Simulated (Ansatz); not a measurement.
Ta₂InC in space group P6_3/mmc (No. 194; Ta on 4f, In on 2d, C on 2a) at seven volumes, DFT-PBEsol in the program Ansatz with PAW potentials, shape and atoms relaxed at each. One row is withheld.

| V (Å³/atom) | P (GPa) |
|---|---|
| 13.901 | 22.48 |
| 14.359 | 13.72 |
| 14.818 | ? |
| 15.276 | 0.00 |
| 15.734 | -5.28 |
| 16.192 | -9.64 |
| 16.651 | -13.29 |

**Question.** Fit the shown pressures and predict the withheld one.

**Answer.** Third-order Birch–Murnaghan: P = (3/2)B₀(x^(7/2) − x^(5/2))[1 + (3/4)(B′ − 4)(x − 1)] with x = (V₀/V)^(2/3). Least squares on the six rows gives V₀ = 15.276 Å³/atom, B₀ = 190.1 GPa, B′ = 4.82. At V = 14.818, x = 1.0205 and P = 6.23 GPa. The run itself gave 6.30 GPa.

The workflow started from a Materials Project entry (that database holds measured and hypothetical structures alike); the Crystallography Open Database copy checked does not list it. Whether it is the stable phase at ambient conditions was not checked. The cell was relaxed with PBEsol under the symmetry of its start; whether a distortion lowers the energy is not shown. No spin polarisation was allowed. Spin–orbit coupling is left out wherever it is not named.

Potentials: the later of the program's two PAW sets.
